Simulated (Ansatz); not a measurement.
**Ca3Ru2N4, one structure, two calculations**

Cell: a computed structure from the Materials Project (it need not be an observed phase), taken as it stands.

Space group C2/c (No. 15); a = 10.9813, b = 8.6038, c = 5.3628 Å, β = 90.77°.

```csv
site,Wyckoff,site symmetry,x,y,z
Ca1,8f,1,0.6155,0.3597,0.0413
Ca5,4e,2,0.5000,0.0993,0.7500
Ru,8f,1,0.2884,0.8820,0.5876
N11,8f,1,0.6123,0.3245,0.5237
N15,8f,1,0.3442,0.9211,0.9309
```

One atom of each set is listed; the run and its k-mesh use a cell of 18 atoms with edges of 6.98, 6.98, 5.36 Å.

First run. All values are calculated (Ansatz; DFT, PBE, plane waves and PAW, scalar-relativistic, collinear spin, 420 eV cutoff, Γ-centred 5×5×6 k-points, Fermi–Dirac smearing 0.05 eV), not measured. Start moments as typed (μB): 1 on each Ru, none on the rest.

| site | V_zz (10²¹ V/m²) | η |
| --- | --- | --- |
| Ca1 | 1.02 | 0.71 |
| Ca5 | 1.82 | 0.91 |
| Ru | 2.97 | 0.95 |
| N11 | -3.08 | 0.87 |
| N15 | -2.53 | 0.36 |

Second run. The same atoms and settings, except that the functional is r2SCAN and the cutoff is 500 eV.

Problem. What does the second run give?

Solution. 

```json
{"site": "Ca1", "V_zz": "1.08", "η": "0.76", "change of V_zz": "+0.06"}
{"site": "Ca5", "V_zz": "1.91", "η": "0.99", "change of V_zz": "+0.09"}
{"site": "Ru", "V_zz": "3.23", "η": "0.96", "change of V_zz": "+0.26"}
{"site": "N11", "V_zz": "-3.40", "η": "0.85", "change of V_zz": "-0.32"}
{"site": "N15", "V_zz": "-2.75", "η": "0.37", "change of V_zz": "-0.22"}
```

The largest change of V_zz is on N11, from -3.08 to -3.40. In per cent, |V_zz| changes by +9 on Ru, +9 to +10 on N (all sites that start above 2).

With no gap above 0.1 eV, as in a metal, the gradients converge slowly in k; expect changes of a tenth or more on a denser mesh. Without spin–orbit coupling (the program notes it for Ru) the gradients can shift somewhat, as the gap is small. With these PAW files V_zz is typically within 2 to 3 % of all-electron values, but misses above 10 % occur on Ru. Semilocal functionals make gaps too small and can close them, so the real compound need not be a metal. The start moments die out, and the run ends without spin.
For the second run: The program didn't check the stability of this electronic state in full, so a lower one may lie near.
